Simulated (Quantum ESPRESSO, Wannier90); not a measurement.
## Wannierisation of InSb (zinc blende)

Materials Project entry mp-20012; symmetrised, unrelaxed at this level. COD (Crystallography Open Database) has an entry of this formula and space group (matched by these alone). Method: PBEsol plane waves in Quantum ESPRESSO 7.5 (PseudoDojo norm-conserving files, 64 Ry, no spin polarisation, no spin-orbit coupling), Bloch states on a 8×8×8 mesh through Γ, Wannier90 4.0.1. Density: 8×8×8 mesh, Gaussian smearing 0.01 Ry. Spin-orbit coupling is left out although heavy elements are present.

On the energy scale of pw.x, whose zero is arbitrary, the Fermi level lies at 6.71 eV.

Input w.win:

```
num_bands = 5
num_wann = 5
exclude_bands = 1-5,11-25
num_iter = 800
conv_tol = 1.0e-6
conv_window = 4
write_hr = true
write_u_matrices = true
auto_projections = true
begin unit_cell_cart
ang
    0.0000000000    3.3166100000    3.3166100000
    3.3166100000    0.0000000000    3.3166100000
    3.3166100000    3.3166100000    0.0000000000
end unit_cell_cart
begin atoms_frac
In   0.0000000000  0.0000000000  0.0000000000
Sb  -0.2500000000 -0.2500000000 -0.2500000000
end atoms_frac
mp_grid = 8 8 8
begin kpoints
0.0000000000 0.0000000000 0.0000000000
0.0000000000 0.0000000000 0.1250000000
0.0000000000 0.0000000000 0.2500000000
... (509 more lines: the 8x8x8 mesh through Gamma)
end kpoints
```

Input of pw2wannier90.x that gives the overlap and projection files (equivalent; here they were cut from one run over all bands):

```
&inputpp
  outdir = './out'
  prefix = 'pwscf'
  seedname = 'w'
  write_amn = .true.
  write_mmn = .true.
  atom_proj = .true.
  atom_proj_exclude = 6 7 8 9 10 11 12 13 14 15 16 17 18
/
```

Output w.wout (banner and timings cut):

```
                                    ------
                                    SYSTEM
                                    ------

                              Lattice Vectors (Ang)
                    a_1     0.000000   3.316610   3.316610
                    a_2     3.316610   0.000000   3.316610
                    a_3     3.316610   3.316610   0.000000

                   Unit Cell Volume:      72.96477  (Ang^3)

                        Reciprocal-Space Vectors (Ang^-1)
                    b_1    -0.947230   0.947230   0.947230
                    b_2     0.947230  -0.947230   0.947230
                    b_3     0.947230   0.947230  -0.947230

 *----------------------------------------------------------------------------*
 |   Site       Fractional Coordinate          Cartesian Coordinate (Ang)     |
 +----------------------------------------------------------------------------+
 | in   1   0.00000   0.00000   0.00000   |    0.00000   0.00000   0.00000    |
 | sb   1  -0.25000  -0.25000  -0.25000   |   -1.65830  -1.65830  -1.65830    |
 *----------------------------------------------------------------------------*
                                ------------
                                K-POINT GRID
                                ------------

             Grid size =  8 x  8 x  8      Total points =  512

 *---------------------------------- MAIN ------------------------------------*
 |  Number of Wannier Functions               :                 5             |
 |  Number of Objective Wannier Functions     :                 5             |
 |  Number of input Bloch states              :                 5             |
 |  Output verbosity (1=low, 5=high)          :                 1             |
 |  Timing Level (1=low, 5=high)              :                 1             |
 |  Optimisation (0=memory, 3=speed)          :                 3             |
 |  Length Unit                               :               Ang             |
 |  Post-processing setup (write *.nnkp)      :                 F             |
 |  Using Gamma-only branch of algorithms     :                 F             |
 *----------------------------------------------------------------------------*
 *------------------------------- WANNIERISE ---------------------------------*
 |  Total number of iterations                :               800             |
 |  Number of CG steps before reset           :                 5             |
 |  Trial step length for line search         :             2.000             |
 |  Convergence tolerence                     :         0.100E-05             |
 |  Convergence window                        :                 4             |
 |  Iterations between writing output         :                 1             |
 |  Iterations between backing up to disk     :               100             |
 |  Write r^2_nm to file                      :                 F             |
 |  Write xyz WF centres to file              :                 F             |
 |  Write on-site energies <0n|H|0n> to file  :                 F             |
 |  Use guiding centre to control phases      :                 F             |
 |  Use phases for initial projections        :                 F             |
 *----------------------------------------------------------------------------*
 *-------------------------------- PLOTTING ----------------------------------*
 |  Plotting Hamiltonian in WF basis          :                 T             |
 *----------------------------------------------------------------------------*

       ... (k-mesh section left out)

 Starting a new Wannier90 calculation ...

 Reading overlaps from w.mmn

 Reading projections from w.amn

 *------------------------------- WANNIERISE ---------------------------------*
 +--------------------------------------------------------------------+<-- CONV
 | Iter  Delta Spread     RMS Gradient      Spread (Ang^2)            |<-- CONV
 +--------------------------------------------------------------------+<-- CONV

 ------------------------------------------------------------------------------
 Initial State
  WF centre and spread    1  (  0.000000,  0.000000,  0.000000 )     0.49680056
  WF centre and spread    2  ( -0.000000, -0.000000, -0.000000 )     0.53751413
  WF centre and spread    3  (  0.000000,  0.000000, -0.000000 )     0.53751413
  WF centre and spread    4  (  0.000000,  0.000000, -0.000000 )     0.49680056
  WF centre and spread    5  ( -0.000000,  0.000000,  0.000000 )     0.53751413
  Sum of centres and spreads (  0.000000,  0.000000, -0.000000 )     2.60614351

      0     0.261E+01     0.0000000000        2.6061435088  <-- CONV
        O_D=      0.0001068 O_OD=      0.0033597 O_TOT=      2.6061435 <-- SPRD
 ------------------------------------------------------------------------------
      1    -0.795E-05     0.0011648437        2.6061355558  <-- CONV
        O_D=      0.0001068 O_OD=      0.0033518 O_TOT=      2.6061356 <-- SPRD
      2    -0.239E-06     0.0003092721        2.6061353164  <-- CONV
        O_D=      0.0001067 O_OD=      0.0033516 O_TOT=      2.6061353 <-- SPRD
      3    -0.463E-08     0.0000676587        2.6061353118  <-- CONV
        O_D=      0.0001067 O_OD=      0.0033516 O_TOT=      2.6061353 <-- SPRD
      4    -0.225E-08     0.0000419167        2.6061353096  <-- CONV
        O_D=      0.0001067 O_OD=      0.0033516 O_TOT=      2.6061353 <-- SPRD
      5    -0.373E-09     0.0000195673        2.6061353092  <-- CONV
        O_D=      0.0001067 O_OD=      0.0033516 O_TOT=      2.6061353 <-- SPRD
             <<<     Delta < 1.000E-06  over  4 iterations     >>>
             <<< Wannierisation convergence criteria satisfied >>>
 Final State
  WF centre and spread    1  (  0.000000,  0.000000,  0.000000 )     0.49680406
  WF centre and spread    2  ( -0.000000, -0.000000, -0.000000 )     0.53750906
  WF centre and spread    3  (  0.000000,  0.000000, -0.000000 )     0.53750906
  WF centre and spread    4  (  0.000000,  0.000000, -0.000000 )     0.49680406
  WF centre and spread    5  ( -0.000000,  0.000000,  0.000000 )     0.53750906
  Sum of centres and spreads (  0.000000,  0.000000, -0.000000 )     2.60613531

         Spreads (Ang^2)       Omega I      =     2.602676979
        ================       Omega D      =     0.000106737
                               Omega OD     =     0.003351593
    Final Spread (Ang^2)       Omega Total  =     2.606135309
```
